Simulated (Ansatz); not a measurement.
## Na2Se2O7 and a variant

Base: a Materials Project structure (computed, not necessarily an observed phase), ions relaxed with PBE at fixed cell.

```
CELL_PARAMETERS angstrom
6.94027 0.00000 0.00000
0.96075 6.88202 0.00000
2.94792 0.51684 6.37853
ATOMIC_POSITIONS crystal
Na 0.26683 0.64630 0.60429
Na 0.73317 0.35370 0.39571
Na 0.74424 0.92589 0.76384
Na 0.25576 0.07411 0.23616
Se 0.75499 0.86350 0.27838
Se 0.24501 0.13650 0.72162
Se 0.20197 0.59631 0.13422
Se 0.79803 0.40369 0.86578
O 0.63340 0.97312 0.13355
O 0.36660 0.02688 0.86645
O 0.63205 0.69257 0.45348
O 0.36795 0.30743 0.54652
O 0.84242 0.01200 0.38263
O 0.15758 0.98800 0.61737
O 0.26023 0.73106 0.27209
O 0.73977 0.26894 0.72791
O 0.09910 0.39629 0.26493
O 0.90090 0.60371 0.73507
O 0.36538 0.57533 0.89052
O 0.63462 0.42467 0.10948
O 0.98299 0.74485 0.08022
O 0.01701 0.25515 0.91978
```

Atom numbers follow the list; atoms alike are taken as one site, whose name carries the number of the first.

Method: Kohn–Sham DFT in Ansatz, PBE, plane waves and PAW, scalar-relativistic, 420 eV cutoff, Γ-centred 4×3×4 k-points, Fermi–Dirac smearing 0.02 eV.

Q: Variant: x stretched by 2 %, ions at fixed fractional positions. What happens to the gradients (10²¹ V/m²)?

A: 

```json
{"site": "Na1", "atoms": "1, 2", "V_zz base": "-0.38", "η base": "0.61", "V_zz variant": "-0.37", "η variant": "0.71"}
{"site": "Na3", "atoms": "3, 4", "V_zz base": "-0.82", "η base": "0.73", "V_zz variant": "-0.82", "η variant": "0.89"}
{"site": "Se5", "atoms": "5, 6", "V_zz base": "11.87", "η base": "0.05", "V_zz variant": "11.30", "η variant": "0.05"}
{"site": "Se7", "atoms": "7, 8", "V_zz base": "15.15", "η base": "0.19", "V_zz variant": "14.65", "η variant": "0.18"}
{"site": "O9", "atoms": "9, 10", "V_zz base": "18.11", "η base": "0.21", "V_zz variant": "18.67", "η variant": "0.21"}
{"site": "O11", "atoms": "11, 12", "V_zz base": "17.85", "η base": "0.17", "V_zz variant": "17.92", "η variant": "0.17"}
{"site": "O13", "atoms": "13, 14", "V_zz base": "17.82", "η base": "0.14", "V_zz variant": "18.29", "η variant": "0.12"}
{"site": "O15", "atoms": "15, 16", "V_zz base": "18.22", "η base": "0.14", "V_zz variant": "18.58", "η variant": "0.15"}
{"site": "O17", "atoms": "17, 18", "V_zz base": "18.01", "η base": "0.24", "V_zz variant": "18.14", "η variant": "0.24"}
{"site": "O19", "atoms": "19, 20", "V_zz base": "18.58", "η base": "0.18", "V_zz variant": "18.64", "η variant": "0.20"}
{"site": "O21", "atoms": "21, 22", "V_zz base": "15.74", "η base": "0.90", "V_zz variant": "16.00", "η variant": "0.90"}
```

The largest change of V_zz is on Se5, from 11.87 to 11.30. In per cent, |V_zz| changes by 0 on Na, -5 to -3 on Se, 0 to +3 on O (all sites that start above 0.5). Where |V_zz| stays above 0.1, η moves most on Na3, from 0.73 to 0.89.

For the variant: The atoms aren't relaxed in the changed cell (largest force 0.6 eV/Å).
